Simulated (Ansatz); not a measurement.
Consider the following.

Re:
```
Re
1.0
    2.75312     0.00000     0.00000
   -1.37656     2.38427     0.00000
    0.00000     0.00000    13.30038
Re
6
Cartesian
  0.00000   0.00000   8.86683
  0.00000   1.58951  11.08195
  0.00000   0.00000   0.00000
  0.00000   1.58951   2.21843
  0.00000   0.00000   4.43355
  1.37656   0.79476   6.65019
```

This is the PBEsol-relaxed structure.

### Question
All from DFT-PBEsol in the program Ansatz with PAW potentials, unless another level is named. Predict the highest zone-centre frequency.

### Answer
188 cm^-1.

### Question
What about the bulk modulus (Birch–Murnaghan fit)?

### Answer
390 GPa.

Space group P-6m2. The start of the workflow was typed in or built on a structure type; neither database checked (COD, Materials Project) lists it. It is not the phase usual at ambient conditions (space group No. 194). The cell was relaxed with PBEsol under the symmetry of its start; whether a distortion lowers the energy is not shown. The run is not spin-polarised. As this level gives no gap, phonon frequencies hold no LO–TO term and depend on the k-mesh and smearing (Fermi–Dirac, 0.1 eV here). Spin–orbit coupling is left out wherever it is not named.

Potentials: the later of the program's two PAW sets.
